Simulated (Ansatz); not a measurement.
VCo3:
```
VCo3
1.0
    3.43215     0.00000     0.00000
    0.00000     3.43215     0.00000
    0.00000     0.00000     3.43215
V Co
1 3
Direct
  0.00000   0.00000   0.00000
  0.50000   0.50000   0.00000
  0.00000   0.50000   0.50000
  0.50000   0.00000   0.50000
```

Relaxed with LDA. Special points in fractions of this cell's reciprocal vectors: Γ (0.000, 0.000, 0.000); X (0.000, 0.500, 0.000); M (0.500, 0.500, 0.000); R (0.500, 0.500, 0.500).

Problem. List the band energies nearest the Fermi level at these points for LDA in the plane-wave PAW code Ansatz.

Solution. In eV from the Fermi level; about four levels below and three above (degenerate sets whole), none deeper than 8.9 eV; points with the same levels are listed once.

```
k                                below                above
-  -----------------------------------  -------------------
Γ        -1.77 -1.77 -1.77 -0.27 -0.27  0.35 0.66 0.66 0.66
X              -0.88 -0.88 -0.76 -0.03       0.32 0.32 0.66
M              -1.10 -1.10 -0.66 -0.60       0.77 0.77 0.88
R  -1.75 -1.75 -1.75 -1.56 -1.56 -0.21       0.39 0.39 0.39
```

Space group Pm-3m (Cu3Au type). The first step of the workflow began from a Materials Project structure, measured or hypothetical; the Crystallography Open Database copy checked does not list it. With V and Co taken as one species the cell has the higher symmetry Fm-3m, so it may be an ordered model of a mixed-site phase. Whether it is the stable phase at ambient conditions was not checked. Symmetry was held in the LDA relaxation; of distortions, only those at the zone centre were tested. The run is not spin-polarised.

Potentials: the earlier of the program's two PAW sets.
